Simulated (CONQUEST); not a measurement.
A self-consistent single point of BP (F-43m, 8 atoms in the cell; from Materials Project mp-1479, changed as shown).

```
CELL_PARAMETERS angstrom
      4.44150     0.00000     0.00000
      0.00000     4.44150     0.00000
      0.00000     0.00000     4.44150
ATOMIC_POSITIONS crystal
  B  0.00000 0.00000 0.00000
  B  0.00000 0.50000 0.50000
  B  0.50000 0.00000 0.50000
  B  0.50000 0.50000 0.00000
  P  0.25000 0.25000 0.75000
  P  0.25000 0.75000 0.25000
  P  0.75000 0.25000 0.25000
  P  0.75000 0.75000 0.75000
```

Computed with PBE, numerical atomic orbitals double-zeta with polarisation (the shipped basis), PseudoDojo norm-conserving potentials made for PBE (CONQUEST).

CONQUEST settings:

```
key                                             value
---------------------  ------------------------------
basis                                             DZP
Diag.MPMeshX, Y, Z                              8 8 8
potentials             PseudoDojo norm-conserving PBE
Grid.GridCutoff                                175 Ha
DM.SolutionMethod                              diagon
Diag.kT                                     0.0001 Ha
Diag.GammaCentred                                true
minE.SCTolerance                              1.0e-07
SC.MaxIters                                       100
SC.LinearMixingFactor                             0.5
AtomMove.TypeOfRun                             static
```

**Question.** Estimate, at this level of theory: gap on the k-point mesh and pressure.

**Answer.** The run gave:

- Gap on the k-point mesh: 1.15 eV
- Pressure: 15.86 GPa

Gaps are taken between levels on the mesh.

For comparison: a first run was changed to give this one (lattice scaled by 0.98), and from it to this one the free energy goes up by 41.5 meV/atom, the pressure goes from 4.22 to 15.86 GPa and the gap on the mesh goes from 1.238 to 1.153 eV.

The program uses no crystal symmetry, so grid and mesh can part values that symmetry would make equal. The atom-centred basis is finite, which shifts total energies, pressures and gaps against plane waves. The structure comes from a collection of computed structures, made at another level of theory; the collection holds predicted forms beside known ones.

Cost on one core: around 7 core-minutes (rough).
